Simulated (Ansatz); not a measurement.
Step by step: Al, relaxation of cell and atoms

These are results of Ansatz 0.2.0, DFT, PBE, all-electron LAPW, scalar-relativistic, not measurements.

Command: `ansatz run input.yaml --threads 1 --pin off --max-ram 2048MiB --backend cpu --events-out ev --progress --plain --runs-dir out` The run took 5.9 s on 1 thread of Arm Neoverse V1, with other jobs on the host.

```yaml
crystal:
  lattice:
    - [0.0, 2.024805, 2.024805]
    - [2.024805, 0.0, 2.024805]
    - [2.024805, 2.024805, 0.0]
  atoms:
    - { symbol: Al, position: [0.0, 0.0, 0.0] }
kpoints:
  mp_grid: { grid: [14, 14, 14] }
scf:
  occupations: { method: fermi_dirac, width: 0.05 }
hamiltonian:
  xc: pbe
  pseudopotentials: { kind: all_electron, lapw: { basis_error: 0.001 } }
output:
  forces: true
  stress: true
relax:
  f_tol: 0.005
  max_steps: 80
  cell: {}
```

The cell comes from COD entry 9012002, which wasn't checked; take it as a given geometry.

Each frame lists the cell vectors (Å), then Cartesian positions (Å); symmetry keeps all forces zero. Free energies count from the first step, -6607.5174 eV.

The walk took 4 evaluations in all; steps that aren't listed are left out.

Step 1: E = 0.0 meV, P = -0.70 GPa

```
cell 0.0000 2.0248 2.0248 2.0248 0.0000 2.0248 2.0248 2.0248 0.0000
Al    0.0000    0.0000    0.0000
```

Task: How does the relaxation end?

Result: It converges, with a = 4.037 Å, b = 4.037 Å, c = 4.037 Å, α = 90.00°, β = 90.00°, γ = 90.00° (conventional cell, space group Fm-3m). The last solve (on a basis chosen afresh for the final cell, so its energy is not quite comparable) gives E = -0.3 meV, P = 0.00 GPa:
```
cell 0.0000 2.0186 2.0186 2.0186 0.0000 2.0186 2.0186 2.0186 0.0000
Al    0.0000    0.0000    0.0000
```
